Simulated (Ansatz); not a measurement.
Values for one crystal, relaxed and computed with DFT-r²SCAN in the program Ansatz with PAW potentials; other levels are named.

| Property | Result |
|---|---|
| Volume per atom | 12.01 Å³ |
| Electronic character | metallic (no gap) |
| Formation energy from the elements (no fitted shifts) | -0.62 eV/atom |
| Density of states at the Fermi level | 0.58 states/eV per atom (mean over ±0.08 eV) |

**Question.** Pick the material that matches.
A) Nb6Si7Ni16, Fm-3m (Pearson symbol cF116)
B) Si3P4, I-43d (Si on 12a, P on 16c)
C) YSi2Pd2, I4/mmm (Y on 2a, Pd on 4d, Si on 4e)
D) YMn2Si2, I4/mmm (Si on 4e, Mn on 4d, Y on 2a)

**Answer.** A, Nb6Si7Ni16, Fm-3m (Pearson symbol cF116)

The first step of the workflow began from a Materials Project structure, measured or hypothetical; the Crystallography Open Database copy checked does not list it. Whether it is the stable phase at ambient conditions was not checked. The r²SCAN relaxation kept the symmetry of its start; whether a distortion lowers the energy is not shown. No spin polarisation was allowed. The references are the lowest solids computed at this level, not always the standard phases. Spin–orbit coupling is left out wherever it is not named.

Potentials: the later of the program's two PAW sets.
